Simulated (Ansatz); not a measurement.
Values for one crystal, relaxed and computed with PBEsol in the plane-wave PAW code Ansatz; other levels are named.

Volume per atom: 22.14 Å³
Band gap: 0.66 eV (indirect)
Zone-centre stability: no imaginary mode at Γ
Electron effective mass: 0.31, 0.81, 1.6 mₑ (principal values)
Highest zone-centre frequency (without LO–TO term): 9.73 THz
Gap with spin–orbit coupling: 0.67 eV
Hill bulk and shear moduli: 58.2 and 31.1 GPa

### Question
Which compound is it?
(A) SrSnS3, Pnma (Pearson symbol oP20)
(B) CrSBr, Pmmn (Cr on 2b, S on 2a, Br on 2a)
(C) SnO2, rutile
(D) MgO, rock salt

### Answer
A, SrSnS3, Pnma (Pearson symbol oP20)

The first step of the workflow began from a Materials Project structure, measured or hypothetical; the Crystallography Open Database copy checked does not list it. Its standing as an ambient phase is unchecked. The cell was relaxed with PBEsol under the symmetry of its start. Scalar-relativistic: spin–orbit coupling is off unless named, which matters more the heavier the elements.

Potentials: the later of the program's two PAW sets.
